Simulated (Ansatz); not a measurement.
FeNi3 (Cu3Au type)

```xyz
4
Lattice="3.5443 0.0000 0.0000 0.0000 3.5443 0.0000 0.0000 0.0000 3.5443" Properties=species:S:1:pos:R:3 pbc="T T T"
Ni     0.0000     1.7721     1.7721
Ni     1.7721     1.7721     0.0000
Ni     1.7721     0.0000     1.7721
Fe     0.0000     0.0000     0.0000
```

Two coordinates are scanned: the volume, and the ratio of the stretch along z (the conventional c axis) to the stretch across it. Atoms keep their fractional coordinates.

Level of theory: PBE (plane waves to 420 eV, PAW, scalar-relativistic; Ansatz, a quantum-chemistry and plane-wave program). k mesh 13×13×13 (Γ-centred), Fermi-Dirac smearing 0.05 eV. Stress and pressure are positive under compression. With partly filled bands, the response to shear is sensitive to the k mesh, so small differences along c/a are uncertain. FeNi3 was relaxed with its symmetry unable to fall. Relaxed FeNi3 ends ferromagnetic. Other magnetic orders were not checked, so this need not be the ground state. The last digit holds for this mesh only.

Changes of σzz (GPa) from the point V/V₀ = 1.000, (c/a)/(c/a)₀ = 1.000 when one coordinate moves alone (two changes are said to add if the coupling is within 5 % of the smaller one, nearly so within 20 %):

```
point                               change
----------------------------------  ------
V/V₀ = 1.000, (c/a)/(c/a)₀ = 0.920    5.78
V/V₀ = 1.000, (c/a)/(c/a)₀ = 0.960    3.09
V/V₀ = 0.920, (c/a)/(c/a)₀ = 1.000   19.96
V/V₀ = 0.960, (c/a)/(c/a)₀ = 1.000    8.83
V/V₀ = 1.040, (c/a)/(c/a)₀ = 1.000   -6.98
V/V₀ = 1.080, (c/a)/(c/a)₀ = 1.000  -12.47
V/V₀ = 1.000, (c/a)/(c/a)₀ = 1.040   -3.48
V/V₀ = 1.000, (c/a)/(c/a)₀ = 1.080   -7.10
```

Do the two effects add at V/V₀ = 0.960, (c/a)/(c/a)₀ = 0.960? Give the computed change.

The sum of the single changes is 8.83 + (3.09) = 11.92; the calculation gives 12.26, so the coupling contributes 0.34 (under 20 % of the smaller single change, nearly additive).

Do the two effects add at V/V₀ = 0.960, (c/a)/(c/a)₀ = 1.080? Give the computed change.

The sum of the single changes is 8.83 + (-7.10) = 1.73; the calculation gives 0.86, so the coupling contributes -0.87 (under 20 % of the smaller single change, nearly additive).

Do the two effects add at V/V₀ = 0.920, (c/a)/(c/a)₀ = 0.920? Give the computed change.

The sum of the single changes is 19.96 + (5.78) = 25.74; the calculation gives 27.01, so the coupling contributes 1.27 (over 20 % of the smaller single change, not additive).

(Under strain, the slope of the energy per volume gives the stress and its curvature an elastic modulus.)
